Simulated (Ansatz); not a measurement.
Sn$_{3}$GeTe$_{4}$: zone-centre modes

Method: DFT PBE, scalar-relativistic, plane waves, PAW (Ansatz 0.2.0). Settings: 420 eV plane-wave cutoff, Γ-centred 6×6×6 mesh, Gaussian smearing of 0.01 eV. No spin polarisation. Phonons by linear response, acoustic sum rule imposed.

Equilibrium structure at this level:
```xyz
8
Lattice="4.4693 2.5804 3.7499 -4.4693 2.5804 3.7499 0.0000 -5.1608 3.7499" Properties=species:S:1:pos:R:3 pbc="T T T"
Sn    0.0000   -2.5773    7.4316
Sn   -2.2320    1.2887    7.4316
Sn    2.2320    1.2887    7.4316
Ge    0.0000    0.0000   10.9283
Te    0.0000    0.0000    5.7222
Te    0.0000   -2.6725    2.0127
Te   -2.3144    1.3362    2.0127
Te    2.3144    1.3362    2.0127
```

The structure comes from a generated guess, relaxed at this level; another structure or a mixture of phases may lie lower. Spin–orbit coupling is left out, which matters for heavy elements.

Optical modes at Γ:
```
frequency (meV)  degeneracy
            3.9           1
            4.6           2
            4.8           2
            5.3           1
            5.4           2
            6.6           1
            7.4           2
            8.5           1
            8.9           1
            9.2           2
           10.4           1
           10.8           2
           12.4           2
           16.0           1
```

All 21 optical modes at Γ are real: no displacement of atoms at fixed cell lowers the energy to second order. Strains and modes at other wave vectors aren't tested by this run.
